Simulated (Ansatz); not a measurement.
Consider the following.

CaSe:
```cif
data_CaSe
_chemical_formula_sum 'Ca1 Se1'
_space_group_name_H-M_alt 'P 1'
_space_group_IT_number 1
_cell_length_a 4.09472
_cell_length_b 4.09472
_cell_length_c 4.09472
_cell_angle_alpha 60.000
_cell_angle_beta 60.000
_cell_angle_gamma 60.000
loop_
_space_group_symop_operation_xyz
  'x, y, z'
loop_
_atom_site_label
_atom_site_type_symbol
_atom_site_fract_x
_atom_site_fract_y
_atom_site_fract_z
_atom_site_occupancy
Ca1 Ca 0.00000 0.00000 0.00000 1
Se1 Se 0.50000 0.50000 0.50000 1
```

This is the LDA-relaxed structure.

Question: All from plane-wave PAW LDA (Ansatz code), unless another level is named. Give the hole effective mass, band 3 of 3 at the edge.

Answer: 0.16 along [100], 0.18 along [110], 0.19 along [111] (mₑ).

Question: What about the hole effective mass, band 2 of 3 at the edge?

Answer: 0.85 along [100], 0.57 along [110], 0.64 along [111] (mₑ).

Question: Next, the smallest direct gap on the standard path?

Answer: 2.72 eV.

Question: Predict the formation energy from the elements (no fitted shifts).

Answer: -2.11 eV/atom.

Question: Give the valence-band maximum.

Answer: at Γ.

Question: And the conduction-band minimum?

Answer: at X (3 equivalent valleys).

Space group Fm-3m (rock salt). The cell was relaxed with LDA under the symmetry of its start; phonons on a q-mesh show no instability. The references are the lowest solids computed at this level, not always the standard phases. Scalar-relativistic: spin–orbit coupling is off unless named, which matters more the heavier the elements.

Potentials: the later of the program's two PAW sets.
